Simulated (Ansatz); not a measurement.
RbIO$_{3}$:
```yaml
crystal:
  lattice:
    - [3.20260, 1.84902, 2.63571]
    - [-3.20260, 1.84902, 2.63571]
    - [0.00000, -3.69805, 2.63571]
  atoms:
    - { symbol: Rb, position: [0.51327, 0.51327, 0.51327] }
    - { symbol: I, position: [0.00091, 0.00091, 0.00091] }
    - { symbol: O, position: [0.03692, 0.60367, 0.03692] }
    - { symbol: O, position: [0.03692, 0.03692, 0.60367] }
    - { symbol: O, position: [0.60367, 0.03692, 0.03692] }
```

Relaxed with r²SCAN.

Task: Give the Bader charges and basin volumes of the independent atoms, r²SCAN in the plane-wave PAW code Ansatz.

Result: 

```tsv
atom	Bader charge (e)	Bader volume (Å³)
Rb1	+0.89	26.0
I2	+2.66	15.9
O3	-1.18	17.2
```

Space group R3m. The first step of the workflow began from a Materials Project structure, measured or hypothetical; the Crystallography Open Database copy checked does not list it. Its standing as an ambient phase is unchecked. The r²SCAN relaxation kept the symmetry of its start; its stability against distortions is not shown here. Scalar-relativistic: spin–orbit coupling is off unless named, which matters more the heavier the elements.

Potentials: the later of the program's two PAW sets.
